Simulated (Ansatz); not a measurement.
CoSi2 (fluorite type, space group Fm-3m) is sheared across one {100} plane: the third cell vector gains the shift, so faults repeat every 8.0 Å. The cut lies between planes 1.33 Å apart; the cell height is held.

```yaml
crystal:
  lattice:
    - [3.75821, 0.00000, 0.00000]
    - [0.00000, 3.75821, 0.00000]
    - [1.87911, 1.87911, 7.97237]
  atoms:
    - { symbol: Co, position: [0.00000, 0.00000, 0.91667] }
    - { symbol: Co, position: [0.33333, 0.33333, 0.25000] }
    - { symbol: Co, position: [0.66667, 0.66667, 0.58333] }
    - { symbol: Si, position: [0.91667, 0.41667, 0.08333] }
    - { symbol: Si, position: [0.25000, 0.75000, 0.41667] }
    - { symbol: Si, position: [0.58333, 0.08333, 0.75000] }
    - { symbol: Si, position: [0.41667, 0.91667, 0.08333] }
    - { symbol: Si, position: [0.75000, 0.25000, 0.41667] }
    - { symbol: Si, position: [0.08333, 0.58333, 0.75000] }
```

In-plane vectors a = (3.758, 0.000) Å, b = (0.000, 3.758) Å, area 14.12 Å². The shift is s times the vector a + b (length 5.315 Å), so s = 1 restores the start. The shift is rigid: no atom relaxes. γ = [E(shift) − E(0)] / area.

Computed with r2SCAN (plane waves to 500 eV, PAW, scalar-relativistic; Ansatz, a quantum-chemistry and plane-wave program). k mesh 11×11×11 (Γ-centred), Fermi-Dirac smearing 0.05 eV. E is the zero-smearing estimate. With partly filled bands, the k mesh leaves noise in γ, roughly 0.02 J/m² as judged from a few cases. Faults lie only 8.0 Å apart, and holding the cell height and the atoms raises γ above its relaxed value. CoSi2 is run without spin polarisation. CoSi2 was relaxed with its symmetry unable to fall. The zero of γ is zero shift. The last digit holds for this mesh only.

```
s      γ (J/m²)
-----  --------
0.000      0.00
0.083      0.86
0.167      2.73
0.250      3.84
0.333      2.94
0.417      1.41
0.500  withheld
0.583      1.41
0.667      2.94
0.750      3.84
0.833      2.73
0.917      0.86
```

### Question
Fit a Fourier form (three harmonics of 1 − cos and sin) to the given rows and predict γ at s = 0.500.

### Answer
Least squares on the 11 given rows: γ = (0.272)·[1 − cos(2πs)] + (1.738)·[1 − cos(4πs)], in J/m²; root-mean-square residual 0.056 J/m². At 0.500 the fit gives 0.54 J/m²; the calculation gives 0.73 J/m², so the interpolation is off by -0.19 (-26.0 %). 

(The slope of γ gives the shear force per area between the displaced halves; near zero shift its curvature is an elastic stiffness.)
